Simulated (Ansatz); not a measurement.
Starting cell, TiAl (CuAu type, space group P4/mmm):

```yaml
crystal:
  lattice:
    - [2.81297, 0.00000, 0.00000]
    - [0.00000, 2.81297, 0.00000]
    - [0.00000, 0.00000, 4.05847]
  atoms:
    - { symbol: Al, position: [0.50000, 0.50000, 0.50000] }
    - { symbol: Ti, position: [0.00000, 0.00000, 0.00000] }
```

In this cell atom 2 (Ti, nearest neighbour Ti at 2.813 Å; its periodic images, 2.8 Å or more away, move with it) is moved by s along Cartesian x, unit vector (1.000, 0.000, 0.000); all other atoms and the cell stay fixed.

Level of theory: r2SCAN (plane waves to 500 eV, PAW, scalar-relativistic; Ansatz, a first-principles code). k mesh 13×13×9 (Γ-centred), Fermi-Dirac smearing 0.05 eV. E stands for the smeared free energy. With partly filled bands, energies and forces of such displacements shift with the k mesh and the smearing. TiAl is run without spin polarisation. TiAl was relaxed with its symmetry unable to fall. The zero of ΔE is the undisplaced structure.

Successive frames, forces in eV/Å:

```tsv
frame	ΔE (meV/cell)	F on Al1	F on Ti2
s = 0.672 Å	955	(2.370, 0.000, 0.000)	(-2.370, 0.000, 0.000)
s = 0.504 Å	576	(2.086, 0.000, 0.000)	(-2.086, 0.000, 0.000)
s = 0.336 Å	269	(1.538, 0.000, 0.000)	(-1.538, 0.000, 0.000)
```

### Question
What are the energy and the forces in the next frame, s = 0.168 Å?

### Answer
ΔE (meV/cell) = 69.

| atom | Fx | Fy | Fz |
|---|---|---|---|
| Al1 | 0.815 | 0.000 | 0.000 |
| Ti2 | -0.815 | 0.000 | 0.000 |

(For displaced atoms, the force is minus the slope of the energy, and its curvature is a force constant, which sets phonon frequencies.)
